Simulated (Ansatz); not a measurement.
TaTlP$_{2}$O$_{8}$ in space group P-3m1 (No. 164; Pearson symbol hP12), DFT-r²SCAN+D4 in the program Ansatz with PAW potentials, all energies at zero smearing, with the estimated change up to a 700 eV cutoff added, with one set of potentials and settings (totals compare only within such a set). Cell of 12 atoms (1 Ta, 1 Tl, 2 P, 8 O): -27479.612 eV.

```json
[
 {"element": "Ta", "reference phase": "Im-3m, 1 atoms in the cell", "E (eV/atom)": "-9944.4200"},
 {"element": "Tl", "reference phase": "P6_3/mmc, 2 atoms in the cell", "E (eV/atom)": "-11458.6947"},
 {"element": "P", "reference phase": "Cmce, 4 atoms in the cell", "E (eV/atom)": "-759.3032"},
 {"element": "O", "reference phase": "C2/m, 4 atoms in the cell, spin-polarised", "E (eV/atom)": "-566.0549"}
]
```

Formation energy per atom, worked out: (-27479.612 − 1×(-9944.4200) − 1×(-11458.6947) − 2×(-759.3032) − 8×(-566.0549))/12 = -2.454 eV/atom (-237 kJ per mol of atoms), at 0 K, without zero-point energy or fitted corrections.

The first step of the workflow began from a Materials Project structure, measured or hypothetical; the Crystallography Open Database copy checked does not list it. Its standing as an ambient phase is unchecked. The r²SCAN+D4 relaxation kept the symmetry of its start; whether a distortion lowers the energy is not shown. No spin polarisation was allowed. The references are the lowest solids computed at this level, not always the standard phases (solids in place of the gases). Spin–orbit coupling is left out wherever it is not named.

Potentials: the later of the program's two PAW sets.
